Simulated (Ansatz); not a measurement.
Elements on the sites of an ideal fcc lattice, at a guessed lattice constant:

```xyz
16
Lattice="-3.5608 3.5608 -3.5608 3.5608 3.5608 3.5608 3.5608 -3.5608 -3.5608" Properties=species:S:1:pos:R:3 pbc="T T T"
Fe    1.7804   -1.7804   -3.5608
Fe    0.0000    0.0000   -3.5608
Fe    1.7804    1.7804   -3.5608
Fe    1.7804    0.0000   -1.7804
Fe    0.0000    0.0000    0.0000
Fe    1.7804    1.7804    0.0000
Fe    3.5608    1.7804    1.7804
Fe    1.7804    3.5608    1.7804
Ni    3.5608   -1.7804   -1.7804
Ni    3.5608    1.7804   -1.7804
Ni    3.5608    0.0000    0.0000
Ni   -1.7804    1.7804   -3.5608
Ni    1.7804    3.5608   -1.7804
Ni    0.0000    3.5608    0.0000
Cu    0.0000    1.7804   -1.7804
Cu   -1.7804    3.5608   -1.7804
```

Cell and atoms were relaxed without symmetry on coarser meshes and computed once more. Computed with Ansatz 0.2.0, DFT r2SCAN, scalar-relativistic, plane waves, PAW.

Cutoff 500 eV; k points 4×4×5 on the computed 16-atom cell (Γ-centred); Gaussian smearing, width 0.10 eV; collinear spin from starting moments 3.29 3.29 3.32 3.27 3.26 3.32 3.29 3.29 0.82 0.81 0.84 0.91 0.83 0.83 0 0 μB.

The relaxation ran on 3×3×3 k points with a smearing of 0.1 eV, from sites shaken by 0.02 Å.

Task: What does the relaxation give?

Result: A volume of 11.40 Å³/atom and no gap on the mesh. The atoms leave their sites by 0.04 Å (root mean square) and 0.08 Å at most, and the cell stretches by up to 1.2 % at fixed volume. One magnetic start was tried.

```
CELL_PARAMETERS angstrom
-3.54938 3.54288 -3.61926
3.57063 3.54212 3.59726
3.55587 -3.52088 -3.60375
ATOMIC_POSITIONS crystal
Fe 0.24871 0.00212 0.75437
Fe 0.50783 0.00239 0.50692
Fe 0.75063 0.50236 0.74290
Fe 0.24305 0.25609 0.50651
Fe 0.99144 0.00039 0.99530
Fe 0.26274 0.50235 0.25197
Fe 0.99395 0.74636 0.24977
Fe 0.25575 0.74632 0.99526
Ni 0.99690 0.24984 0.74969
Ni 0.50147 0.74860 0.75184
Ni 0.00790 0.50574 0.50148
Ni 0.74994 0.99575 0.25211
Ni 0.75433 0.75500 0.50101
Ni 0.50268 0.49926 0.99612
Cu 0.50905 0.25604 0.25279
Cu 0.75162 0.25081 0.00436
```

The final mesh leaves forces up to 0.04 eV/Å and stresses up to 0.6 GPa: the relaxation ran on a coarser mesh, so the cell's shape, its bonds and its energy belong partly to that mesh.

The state reached may not be the lowest one. The k mesh is coarse. Only parallel moments were tried here.

Cost: 2 runs of about 33 core-minutes in all (earlier runs that led there not counted), on Intel Xeon 6975P-C (Granite Rapids) (shared hosts).